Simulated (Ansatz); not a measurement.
Pt (fcc (Cu type)), relaxed with PBE+D3(BJ) (Ansatz, a first-principles code, plane waves, PAW): a = b = c = 3.9285 Å, α = β = γ = 90.00°.

| Property | Result |
|---|---|
| B₀ by P(V) fit (GPa) | 276 |
| K_Hill (GPa) | 276 |
| G_Hill (GPa) | 72.0 |
| Θ_D (K) | 249 |

### Question
The same phase is relaxed and computed with r²SCAN+D4 in the same code. What are the cell and these values now?

### Answer
a = b = c = 3.930 Å, α = β = γ = 90.00°.

B₀ by P(V) fit (GPa): 279
K_Hill (GPa): 280
G_Hill (GPa): 63.5
Θ_D (K): 235

All cells were relaxed under the symmetry of their starts (and spin orders); stability against distortions was not tested throughout. Rows with no word on spin ran without spin polarisation. Scalar-relativistic: spin–orbit coupling is off unless named, which matters more the heavier the elements.

Potentials: the later of the program's two PAW sets.

Ansatz is a plane-wave DFT program.
